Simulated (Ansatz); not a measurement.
Relaxed-ion elastic tensor of YN (rock salt, Fm-3m) in GPa (Voigt order), PBE (plane waves, PAW; program Ansatz); density 5.79 g/cm³, 14.76 Å³ per atom.

```csv
,1,2,3,4,5,6
1,314,82.2,82.2,0.0,0.0,0.0
2,82.2,314,82.2,0.0,0.0,0.0
3,82.2,82.2,314,0.0,0.0,0.0
4,0.0,0.0,0.0,124,0.0,0.0
5,0.0,0.0,0.0,0.0,124,0.0
6,0.0,0.0,0.0,0.0,0.0,124
```

Q: Is the crystal mechanically stable?

A: Yes: the smallest eigenvalue of C is 124 GPa.

Q: Work out the Voigt, Reuss and Hill averages.

A: K_V = 159, K_R = 159, K_H = 159; G_V = 121, G_R = 121, G_H = 121 GPa.

Q: Give Young's modulus, Poisson's ratio, Pugh's ratio and the universal anisotropy index.

A: E = 9KG/(3K + G) = 289 GPa; ν = 0.20; K/G = 1.32 (brittle by the Pugh limit of 1.75); A_U = 5G_V/G_R + K_V/K_R − 6 = 0.01.

Q: Estimate the sound speeds and the Debye temperature.

A: v_l = √((K + 4G/3)/ρ) = 7440 m/s, v_t = √(G/ρ) = 4570 m/s, mean 5040 m/s; Θ = (h/k)(3n/4πV)^(1/3) v_m = 612 K.

Q: Give the Zener ratio and Young's modulus along [100], [110] and [111].

A: A = 2C44/(C11 − C12) = 1.07; 1/E = S11 − 2(S11 − S12 − S44/2)Γ with Γ = 0, 1/4, 1/3 gives 280, 292, 296 GPa.

The cell was relaxed with PBE under the symmetry of its start; phonons on a q-mesh show no instability. No spin polarisation was allowed.

Potentials: the later of the program's two PAW sets.
